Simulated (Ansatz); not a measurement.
Given:

YNbN$_{3}$:
```xyz
5
Lattice="4.0109 0.0000 0.0000 0.0000 4.0109 0.0000 0.0000 0.0000 4.0109" Properties=species:S:1:pos:R:3 pbc="T T T"
Y      0.0000     0.0000     0.0000
Nb     2.0054     2.0054     2.0054
N      2.0054     2.0054     0.0000
N      2.0054     0.0000     2.0054
N      0.0000     2.0054     2.0054
```

This is the PBEsol-relaxed structure.

Problem. All from PBEsol (plane waves, PAW; program Ansatz), unless another level is named. Estimate the electronic character.

Solution. metallic (no gap).

Problem. And the formation energy from the elements (no fitted shifts)?

Solution. -0.82 eV/atom.

Problem. And the density of states at the Fermi level?

Solution. 0.53 states/eV per atom (mean over ±0.08 eV).

Problem. What about the gap with spin–orbit coupling?

Solution. none (metallic).

Space group Pm-3m (cubic perovskite). The start of the workflow was typed in or built on a structure type; neither database checked (COD, Materials Project) lists it. Whether it is the stable phase at ambient conditions was not checked. The PBEsol relaxation kept the symmetry of its start. At this level the phase is dynamically unstable (imaginary phonons). The workflow began spin-polarised and lost its moments. The references are the lowest solids computed at this level, not always the standard phases (solids in place of the gases). Spin–orbit coupling is left out wherever it is not named.

Potentials: the earlier of the program's two PAW sets. The files were generated under PBE; for other functionals the program regenerates the frozen cores, and for LDA and PBEsol the local potential too.
